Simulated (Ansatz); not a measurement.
# InP with Ba replacing In: gradients before and after relaxing the atoms

Start: a supercell of InP (zinc blende type, F-43m) built from a structure deposited in the COD (the entry's cell lengths or inner coordinates differ somewhat from later room-temperature determinations), with all atoms left at the host's positions.

Space group F-43m (No. 216); a = 17.5830 Å.

```
site  Wyckoff  site symmetry       x       y       z
  Ba       4a           -43m  0.0000  0.0000  0.0000
 In2      48h            ..m  0.1667  0.0000  0.1667
 In5      16e            .3m  0.3333  0.8333  0.1667
 In9      16e            .3m  0.6667  0.6667  0.3333
In15      24f           2.mm  0.5000  0.6667  0.5000
 P28      16e            .3m  0.0833  0.9167  0.0833
 P29      24g           2.mm  0.2500  0.9167  0.2500
 P33      48h            ..m  0.5833  0.7500  0.4167
 P41      16e            .3m  0.4167  0.5833  0.4167
 P54       4c           -43m  0.7500  0.2500  0.7500
```

One atom of each set is listed; the run and its k-mesh use a cell of 54 atoms with edges of 12.43, 12.43, 12.43 Å.

The numbers come from a DFT calculation in Ansatz (PBE, plane waves and PAW, scalar-relativistic, 420 eV cutoff, Γ-centred 2×2×2 k-points, Fermi–Dirac smearing 0.01 eV, cell charge -1).

The largest force at the start is 3.7 eV/Å. Relaxing the ions at fixed cell moves them by 0.336 Å at most (atom 28, P) and 0.094 Å rms.

```
site  moved (Å)              first shell before               first shell after  V_zz before (10²¹ V/m²)  η before
  Ba      0.000                   4 P at 2.54 Å                   4 P at 2.87 Å                     0.00         –
 In2      0.040                   4 P at 2.54 Å              4 P at 2.47–2.54 Å                     1.62      0.93
 In5      0.008                   4 P at 2.54 Å                   4 P at 2.54 Å                     0.62      0.00
 In9      0.006                   4 P at 2.54 Å                   4 P at 2.54 Å                     0.37      0.00
In15      0.008                   4 P at 2.54 Å                   4 P at 2.54 Å                    -0.19      0.97
 P28      0.336  1 Ba at 2.54 Å, 3 In at 2.54 Å  3 In at 2.47 Å, 1 Ba at 2.87 Å                    -7.69      0.00
 P29      0.001                  4 In at 2.54 Å             4 In at 2.50–2.54 Å                    -0.64      0.37
 P33      0.007                  4 In at 2.54 Å                  4 In at 2.54 Å                     0.32      0.92
 P41      0.001                  4 In at 2.54 Å                  4 In at 2.54 Å                    -0.13      0.00
```

Question: What are V_zz and η after the relaxation?

Answer: 

| site | V_zz after | η after | change of V_zz |
| --- | --- | --- | --- |
| Ba | 0.00 | – | 0.00 |
| In2 | 4.18 | 0.51 | +2.56 |
| In5 | 0.94 | 0.00 | +0.32 |
| In9 | 0.66 | 0.00 | +0.29 |
| In15 | -0.38 | 0.88 | -0.19 |
| P28 | -10.20 | 0.00 | -2.51 |
| P29 | -1.77 | 0.06 | -1.13 |
| P33 | 0.23 | 0.42 | -0.09 |
| P41 | -0.16 | 0.00 | -0.03 |

The largest change of V_zz is on In2, from 1.62 to 4.18. In per cent, |V_zz| changes by +53 to +158 on In, +33 to +178 on P (all sites that start above 0.5). Where |V_zz| stays above 0.1, η moves most on P33, from 0.92 to 0.42. Other sites without a gradient aren't listed.

The defect repeats with the cell of 54 atoms, so it feels its images: sites between two images don't show the values beside a lone defect, and zeros or small values of η there can come from the images' arrangement. A uniform background compensates the cell's charge. Without spin–orbit coupling (the program notes it for Ba and In) the gradients can shift somewhat, as the gap is small. With a gap of 0.5 eV on this mesh, small gradients can still move by 0.1 × 10²¹ V/m² or more as the k-mesh gets denser.
Before: The neighbours have not yet relaxed around the defect (largest force 3.7 eV/Å), so the values at and beside it are those of a strained start, not of the defect in a real crystal.
After: The relaxation keeps the site symmetry -43m of the start, so the impurity can't leave its site; a start off the site could end lower.
